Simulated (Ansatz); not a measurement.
Relaxed-ion elastic tensor of SiGe (CsCl type, Pm-3m) in GPa (Voigt order), the program Ansatz at the PBE level (PAW); density 4.91 g/cm³, 17.03 Å³ per atom.

```
55.1  85.5  85.5   0.0   0.0   0.0
85.5  55.1  85.5   0.0   0.0   0.0
85.5  85.5  55.1   0.0   0.0   0.0
 0.0   0.0   0.0  18.0   0.0   0.0
 0.0   0.0   0.0   0.0  18.0   0.0
 0.0   0.0   0.0   0.0   0.0  18.0
```

Is the crystal mechanically stable?

No: the smallest eigenvalue of C is -30.3 GPa.

The cell is a constructed one: a structure type filled with these elements; neither database checked (COD, Materials Project) lists it. Whether it is the stable phase at ambient conditions was not checked. The PBE relaxation kept the symmetry of its start. At this level the phase is dynamically unstable (imaginary phonons). As this level gives no gap, shear constants depend on the k-mesh and smearing (Fermi–Dirac, 0.1 eV here). On the denser mesh and wider smearing of the elastic run this cell carries a stress of 0.3 GPa.

Potentials: the later of the program's two PAW sets.
